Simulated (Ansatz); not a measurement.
## Be: pressure against volume, fitted

```
CELL_PARAMETERS angstrom
-1.25312 1.25312 1.25312
1.25312 -1.25312 1.25312
1.25312 1.25312 -1.25312
ATOMIC_POSITIONS crystal
Be 0.00000 0.00000 0.00000
```

Structure from Materials Project entry mp-20 (possibly hypothetical), not relaxed further.

Computed with DFT, PBEsol, all-electron LAPW, scalar-relativistic (Ansatz 0.2.0).

Settings: a Γ-centred 23×23×23 k mesh, Fermi–Dirac smearing of 0.03 eV, basis error target 0.25 meV/atom, no spin polarisation.

The cell is scaled evenly. Fractional coordinates are held (clamped ions).

```
V (Å³/atom)  P (GPa)
      7.399     6.04
      7.403     5.97
      7.556     3.10
      7.635     1.72
      7.714     0.40
      7.792    -0.86
      7.871    -2.07
      7.950    -3.22
      8.029    -4.33
      8.107    -5.39
      8.343    -8.31
```

**Question.** Fit a third-order Birch–Murnaghan curve to the pressures.

**Answer.** P = (3B0/2)(y^(7/2) − y^(5/2))[1 + (3/4)(B0′ − 4)(y − 1)] with y = (V0/V)^(2/3) fits within 0.01 GPa for V0 = 7.738 Å³/atom, B0 = 125.1 GPa and B0′ = 3.30.

**Question.** Predict the pressure at the withheld volume, 8.186 Å³/atom.

**Answer.** There y = 0.9632, so the fit gives -6.41 GPa; the run gave -6.41 GPa.
